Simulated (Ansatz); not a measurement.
The end of the path is a generated cell of CsHgI3: the first start was made by placing the elements on the sites of a structure type, and the end was not matched to a known phase here, so it may be hypothetical.

A geometry of CsHgI₃ away from equilibrium: the start of the relaxation of a generated cell, CsHgI3 placed in the GdFeO3 structure type. All values below come from r2SCAN (plane waves to 500 eV, PAW, scalar-relativistic; Ansatz, a first-principles code). Γ-centred k-mesh 3×2×3 on the run's cell (coarser than for final values), Fermi–Dirac smearing 0.05 eV.

```xyz
20
Lattice="8.4080 0.0000 0.0000 0.0000 11.8637 0.0000 0.0000 0.0000 8.3799" Properties=species:S:1:pos:R:3 pbc="T T T"
Cs     4.1006     2.9659     8.3095
Cs     8.3046     2.9659     4.2603
Cs     4.3074     8.8977     0.0704
Cs     0.1034     8.8977     4.1196
Hg     0.0000     0.0000     0.0000
Hg     4.2040     5.9318     4.1900
Hg     0.0000     5.9318     0.0000
Hg     4.2040     0.0000     4.1900
I      0.2632     2.9659     0.4911
I      4.4672     2.9659     3.6989
I      8.1448     8.8977     7.8889
I      3.9408     8.8977     4.6810
I      2.4215     6.3708     1.7849
I      6.6255    11.4247     2.4050
I      5.9865     0.4390     6.5950
I      1.7825     5.4929     5.9749
I      5.9865     5.4929     6.5950
I      1.7825     0.4390     5.9749
I      2.4215    11.4247     1.7849
I      6.6255     6.3708     2.4050
```

**Question.** Which atoms carry the largest force, and which way does it point?

**Answer.** 0.37 eV/Å, on Cs1, Cs2, Cs3, Cs4 (atoms numbered as listed); on Cs1 its components are (-0.32, 0.00, 0.19).

**Question.** What is the pressure?

**Answer.** +0.9 GPa, compression positive.

No spin polarisation in the result.

The run could not lose the symmetry of its start, so the end can be a saddle point.
